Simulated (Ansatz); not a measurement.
MoSe:
```
CELL_PARAMETERS angstrom
      9.01676     0.00000     0.00000
     -4.50838     7.80875     0.00000
      0.00000     0.00000     4.41666
ATOMIC_POSITIONS crystal
  Mo 0.17345 0.00000 0.25000
  Se 0.33396 0.33396 0.25000
  Mo 0.00000 0.17345 0.25000
  Se 0.66604 0.00000 0.25000
  Mo 0.82655 0.82655 0.25000
  Se 0.00000 0.66604 0.25000
  Mo 0.17345 0.17345 0.75000
  Se 0.00000 0.33396 0.75000
  Mo 0.82655 0.00000 0.75000
  Se 0.66604 0.66604 0.75000
  Mo 0.00000 0.82655 0.75000
  Se 0.33396 0.00000 0.75000
```

Relaxed with r²SCAN+D4.

Map the electron localisation function on the plane through (0.173, 0.000, 0.250) spanned by u = [1, 0, 0] and v = [0, 0, 1] in lattice vectors, from plane-wave PAW r²SCAN+D4 (Ansatz code).

x is the fraction of u, y of v (the angle between them is 90°; rows are the nearest grid lines); atoms in the plane: Mo at (0.00, 0.00), Se at (0.49, 0.00), Mo at (0.65, 0.50), Se at (0.16, 0.50).
```
|:+%%+:.     .+@@@@+..+##+---======:=#%+:|
|=*%%=..     .+%@@@*::*##+--======-:-#%*=|
|%%%*-.....   -%@@@%++###+===+====-::+#%%|
|%%*=..:==-.  .*@@@@%%%%*+==+++=---:.-+#%|
|+=-..-+##+-   -#@@@@@%#+=-=+++=---:..-=+|
|:..:=#%%%%*:  .+%@@@%#+-.::-==-----:::::|
|:.:+#%@@@@%*.  :*%%%#=:..:::::-----==-::|
|--+#%@@@@@@%=   -+*#=:.:=+=-..:---==++=-|
|=+*#%%%%@@@@#:   :==..-*#%#*-.:---==++==|
|=+###*=+#@@@%=    ...:*%%%%%+::-====+===|
|-+##*-.:+@@@@*.     .=#%*=*%#=:-======--|
|-+*#+: .=%@@@*.     .=%%+:+%#=:-=====---|
|-+##*-.:+@@@@*.     .=#%*=*%#=:-======--|
|=+###*=+#@@@%=    ...:*%%%%%+::-====+===|
|=+*#%%%%@@@@#:   :==..-*#%#*-.:---==++==|
|--+#%@@@@@@%=   -+*#=:.:=+=-..:---==++=-|
|:.:+#%@@@@%*.  :*%%%#=:..:::::-----==-::|
|:..:=#%%%%*:  .+%@@@%#+-.::-==-----:::::|
|+=-..-+##+-   -#@@@@@%#+=-=+++=---:..-=+|
|%%*=..:==-.  .*@@@@%%%%*+==+++=---:.-+#%|
|%%%*-.....   -%@@@%++###+===+====-::+#%%|
|=*%%=..     .+%@@@*::*##+--======-:-#%*=|
|:+%%+:.     .+@@@@+..+##+---======:=#%+:|
```
Scale: ten equal steps from 0.023 (start of ' ') to 0.855 (end of '@'), in the order ' .:-=+*#%@'; x runs from 0.000 to 1.00, y from 0.000 (bottom) to 1.00 (top).

The density is the valence pseudo-density with augmentation charge, so density and ELF within about 1 Å of a nucleus are not all-electron values.

Space group P6_3/mcm. The start of the workflow was typed in or built on a structure type; neither database checked (COD, Materials Project) lists it. Whether it is the stable phase at ambient conditions was not checked. Symmetry was held in the r²SCAN+D4 relaxation; whether a distortion lowers the energy is not shown. The workflow began spin-polarised and lost its moments.

Potentials: the later of the program's two PAW sets.
